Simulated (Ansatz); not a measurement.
Ansatz (an electronic-structure program) input:

Ansatz 0.2 input:
```yaml
crystal:
  lattice:
    - [0.0, 2.4980044797, 2.4980044797]
    - [2.4980044797, 0.0, 2.4980044797]
    - [2.4980044797, 2.4980044797, 0.0]
  atoms:
    - { symbol: Hf, position: [0.0, 0.0, 0.0] }
    - { symbol: C, position: [0.25, 0.25, 0.25] }
kpoints:
  mp_grid: { grid: [10, 10, 10] }
hamiltonian:
  xc: pbesol
  pseudopotentials: { azcp: { folder: ./paw }, kind: paw }
scf:
  occupations: { method: fixed }
phonons:
  method: dfpt
  response_accuracy: low
  eigenvectors: true
  rigid_motions: translations
  dielectric: true
```

Output (shortened):

```
Pseudopotential: Hf, paw, valence charge 26
Pseudopotential: C, paw, valence charge 4
Functional definition: PBEsol
Crystal: 2 atoms, lattice volume = 31.175 Å³
Basis set: ecut = 420 eV, 609 PW (Γ), exchange–correlation on 48×48×48 points (8 copies of the dense FFT grid, shifted against one another)
Bands: 19, of which v1, the nominal top of the filled ones, is band 15 counted from 1 (14 counted from 0)
Symmetry: 24 space group operations
k-points: 171 of 1000 (irreducible under 4 space group operations, time reversal used)
SCF iter   1: F=—  HF=-15847.499845 eV  |F-HF|=—  |Δ(HF+E_count)|=         —  Δρ=1.12e-1  dr2=5.95e0  ethr=3.10e-3  ⟨swp⟩=4.4  Hψ=11919  notcnv=0  defer=268
preconditioner: auto → none
SCF iter   2: F=—  HF=-15846.711746 eV  |F-HF|=—  |Δ(HF+E_count)|=   7.88e-1  Δρ=8.78e-2  dr2=3.04e0  ethr=3.10e-3  ⟨swp⟩=3.6  Hψ=8156  notcnv=0  defer=316
WARN: iter 2: σ=0 fill of 15 bands saw a band overlap (occupied 14.4950 eV > unoccupied 14.0795 eV) — on an unconverged iterate often a transient of an (band_overlap_at_count)
SCF iter   3: F=—  HF=-15846.035783 eV  |F-HF|=—  |Δ(HF+E_count)|=   6.76e-1  Δρ=2.18e-2  dr2=9.38e-2  ethr=3.10e-3  ⟨swp⟩=2.1  Hψ=5814  notcnv=0  defer=211
SCF iter   4: F=—  HF=-15846.032242 eV  |F-HF|=—  |Δ(HF+E_count)|=   3.54e-3  Δρ=6.35e-3  dr2=1.30e-2  ethr=3.13e-4  ⟨swp⟩=2.0  Hψ=6610  notcnv=0  defer=336
SCF iter   5: F=—  HF=-15846.022718 eV  |F-HF|=—  |Δ(HF+E_count)|=   9.52e-3  Δρ=3.28e-3  dr2=5.23e-3  ethr=4.34e-5  ⟨swp⟩=2.0  Hψ=6150  notcnv=0  defer=339
SCF iter   6: F=—  HF=-15846.021498 eV  |F-HF|=—  |Δ(HF+E_count)|=   1.22e-3  Δρ=7.54e-4  dr2=2.48e-4  ethr=1.74e-5  ⟨swp⟩=2.0  Hψ=4179  notcnv=0  defer=339
SCF iter   7: F=—  HF=-15846.021456 eV  |F-HF|=—  |Δ(HF+E_count)|=   4.21e-5  Δρ=7.16e-5  dr2=1.65e-6  ethr=8.25e-7  ⟨swp⟩=2.4  Hψ=5029  notcnv=0  defer=122
SCF iter   8: F=—  HF=-15846.021457 eV  |F-HF|=—  |Δ(HF+E_count)|=   7.63e-7  Δρ=1.27e-5  dr2=5.61e-8  ethr=5.49e-9  ⟨swp⟩=2.0  Hψ=5830  notcnv=0  defer=1
SCF iter  10: F=-15846.021457 eV  HF=-15846.021457 eV  |F-HF|=1.64e-11  |Δ(HF+E_count)|=  1.09e-11  Δρ=1.83e-7  dr2=1.23e-11  ethr=1.00e-12  ⟨swp⟩=8.7  Hψ=21582  notcnv=0
SCF 1 converged in 10 iterations: F = -15846.021457 eV  dr2 = 1.23e-11
NSCF: frozen V_eff on 171 k-points
NSCF: frozen V_eff on 171 k-points
NSCF: frozen V_eff on 120 k-points
DFPT response loops at Γ: preconditioner auto → none (the input reference at scf.mixing.eps_inf says where Resta's filter doesn't serve); β = 0.50 …
── the response to a field inside a basis, on 12×12×12 k-points: an SCF that follows is theirs, and a resumed run solves both again ──
Crystal: 2 atoms, lattice volume = 31.175 Å³
Bands: 16, of which v1, the nominal top of the filled ones, is band 15 counted from 1 (14 counted from 0)
k-points: 182 of 1728 (irreducible under 6 space group operations, time reversal used)
SCF iter   1: F=—  HF=-15846.019840 eV  |F-HF|=—  |Δ(HF+E_count)|=         —  Δρ=2.17e-4  dr2=5.48e-6  ethr=1.00e-1
preconditioner: auto → none
SCF iter   2: F=—  HF=-15846.019837 eV  |F-HF|=—  |Δ(HF+E_count)|=   3.12e-6  Δρ=1.68e-4  dr2=5.94e-6  ethr=1.83e-8
SCF iter   3: F=—  HF=-15846.019836 eV  |F-HF|=—  |Δ(HF+E_count)|=   1.31e-6  Δρ=7.44e-5  dr2=8.65e-7  ethr=1.83e-8
SCF iter   4: F=—  HF=-15846.019836 eV  |F-HF|=—  |Δ(HF+E_count)|=   4.93e-9  Δρ=2.78e-5  dr2=7.11e-8  ethr=2.88e-9
SCF iter   5: F=-15846.019836 eV  HF=-15846.019836 eV  |F-HF|=5.75e-10  |Δ(HF+E_count)|=   2.77e-8  Δρ=8.28e-6  dr2=5.11e-9  ethr=2.37e-10
SCF 1 converged in 5 iterations: F = -15846.019836 eV  dr2 = 5.11e-9
DFPT response loops at Γ: mixed as the last ones told, above
WARN: field response: ε∞ stands inside a basis, on 12×12×12 points …
SCF converged after 10 iterations
Free energy (F): -15846.021457 eV
Harris-Foulkes:  -15846.021457 eV  (|F-HF|=1.64e-11)
Internal energy: -15846.021457 eV  (E = F + TS)
E sigma→0 (E₀):  -15846.021457 eV
Fermi energy:    13.881134 eV
--- Per-component energies (eV) ---
  E_band       = -66.060011
  E_kinetic    = 494.397923
  E_local      = -7003.758765  (includes V_loc(G=0)·N_el)
  E_nonlocal   = 90.752695
  E_hartree    = 3368.116756
  E_xc         = -311.165931
  E_vxc        = -312.210299  (∫ρ·V_xc dr)
  E_paw        = -7672.994084  (= ΣΔE_a)
  E_vpaw       = -71.475384  (= ΣTr[D̂ρ^β])
  E_aug_tail   = 0.000109  (compensation charges beyond the density's cutoff)
  E_ewald      = -4812.642318
  E_core_change = 1.272157  (= ΣΔE_core)
  E_smearing   =  0.000000  (= −TS)
  E_closure    =  0.000000  (closes the sum)
  Σ components = -15846.021457   (vs F -15846.021457, Δ=0.00e0)
  [band-id]    e_kinetic+e_local+e_nonlocal+2·e_hartree+e_vxc+e_vpaw+e_augmentation_tail = -66.060210   (vs E_band -66.060011, Δ=-1.99e-4)
--- Band table (eV; the first three rows and the last of 171) ---
  k-point 0: bands = ["-47.0728", "-15.6471", "-15.6471", "-15.6471", "2.5526", "2.9902", "2.9902", "2.9902", "3.0428", "3.0428", "3.0428", "3.5674", "11.5103", "11.5103", "11.5103", "17.2492", "17.4786", "17.4786", "23.1483"]
  k-point 1: bands = ["-47.0714", "-15.6827", "-15.6521", "-15.6521", "2.6227", "2.9905", "2.9921", "2.9921", "3.0394", "3.0394", "3.0429", "3.6684", "11.2778", "11.5966", "11.5966", "17.3376", "17.3376", "17.7329", "22.8575"]
  k-point 2: bands = ["-47.0675", "-15.7745", "-15.6653", "-15.6653", "2.7561", "2.9922", "2.9967", "2.9967", "3.0313", "3.0313", "3.0432", "3.9859", "10.8546", "11.8022", "11.8022", "17.1491", "17.1491", "18.7130", "22.4082"]
  k-point 170: bands = ["-47.0527", "-15.9212", "-15.8549", "-15.7671", "2.9629", "2.9959", "3.0050", "3.0131", "3.0165", "3.0195", "3.0266", "5.5235", "10.9883", "11.6897", "13.6484", "14.4268", "17.5011", "18.8363", "20.8234"]
--- Phonons (Γ-DFPT): 2 representative perturbations + reference, on 171 of 1000 k-points (Σ response iterations 7) ---
  ASR residual: 2.401e-5 → 0.000e0 eV/Å²; symmetrization residual: 2.427e-6 eV/Å²
  ASR residual per site (eV/Å²): 2.40e-5 2.39e-5
  Γ frequencies (cm⁻¹): 0.00 0.00 0.00 558.67 558.67 558.67
  ε∞ (high-frequency dielectric tensor):
       22.364788     0.000000     0.000000
        0.000000    22.364788     0.000000
        0.000000     0.000000    22.364788
  ε⁰ (static dielectric tensor: ions relaxed, cell fixed):
       30.108069     0.000000     0.000000
        0.000000    30.108069     0.000000
        0.000000     0.000000    30.108069
  ε⁰ − ε∞ (ionic part):
        7.743280     0.000000     0.000000
        0.000000     7.743280     0.000000
        0.000000     0.000000     7.743280
  softest optical mode at Γ: 558.67 cm⁻¹; the repairs (sum rule, projections) moved no ω² at Γ by more than (0.93 cm⁻¹)²
  Born effective charges Z* (e; rows j = field, columns β = displacement):
    site 0:
         4.15104    0.00000    0.00000
         0.00000    4.15104    0.00000
         0.00000    0.00000    4.15104
    site 1:
        -4.15104    0.00000    0.00000
         0.00000   -4.15104    0.00000
         0.00000    0.00000   -4.15104
  Z* charge neutrality: 6.182e-4 e pre-enforcement
  solved inside a basis spanned on kpoints, on 12×12×12 k-points, its susceptibility summed on 14×14×14 …
  optical modes at Γ without the LO–TO term, one row a degenerate level:
      ω (cm⁻¹)  modes    IR ((D/Å)²/amu)
        558.67      3           105.9746
  optical modes at Γ + LO–TO along q̂ = [1.0000, 0.0000, 0.0000]:
      ω (cm⁻¹)  modes    IR ((D/Å)²/amu)
        558.67      2            70.6497
        648.20      1            35.3249
  optical modes at Γ + LO–TO along q̂ = [0.0000, 1.0000, 0.0000]:
      ω (cm⁻¹)  modes    IR ((D/Å)²/amu)
        558.67      2            70.6497
        648.20      1            35.3249
  optical modes at Γ + LO–TO along q̂ = [0.0000, 0.0000, 1.0000]:
      ω (cm⁻¹)  modes    IR ((D/Å)²/amu)
        558.67      2            70.6497
        648.20      1            35.3249
```

Cost: very roughly 80 core-seconds on shared cores.

Space group F-43m (zinc blende). The start of the workflow was typed in or built on a structure type; neither database checked (COD, Materials Project) lists it. It is not the phase usual at ambient conditions (space group No. 225). Symmetry was held in the PBEsol relaxation; whether a distortion lowers the energy is not shown. No spin polarisation was allowed. Spin–orbit coupling is left out wherever it is not named.

Potentials: the earlier of the program's two PAW sets. The files were generated under PBE; for other functionals the program regenerates the frozen cores, and for LDA and PBEsol the local potential too.

Ansatz is a plane-wave DFT program.
